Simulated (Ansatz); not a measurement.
Task: TaS2 (CdI2 type, space group No. 164) is relaxed with LDA (plane waves, PAW; program Ansatz). What lattice parameters of the conventional cell result?

Result: a = 3.291 Å, c = 5.722 Å.

Task: Give the free coordinates with the occupied sites.

Result: In one choice of origin and axes:

```json
[
 {"atom": "Ta", "site": "1a", "symmetry": "-3m.", "x": "0.0000", "y": "0.0000", "z": "0.0000"},
 {"atom": "S", "site": "2d", "symmetry": "3m.", "x": "0.3333", "y": "0.6667", "z": "0.2686"}
]
```

Task: Is it a metal or does it have a gap at this level?

Result: No gap at this level.

Space group P-3m1 (CdI2 type). The LDA relaxation kept the symmetry of its start. No spin polarisation was allowed. The volume moved by -17 % from the start of the relaxation. A crystal of weakly bound layers computed without a dispersion correction: the cell and the soft elastic constants depend strongly on that. With an odd number of electrons in the cell and no spin polarisation, the count alone makes it a metal. Scalar-relativistic: spin–orbit coupling is off unless named, which matters more the heavier the elements.

Potentials: the later of the program's two PAW sets.
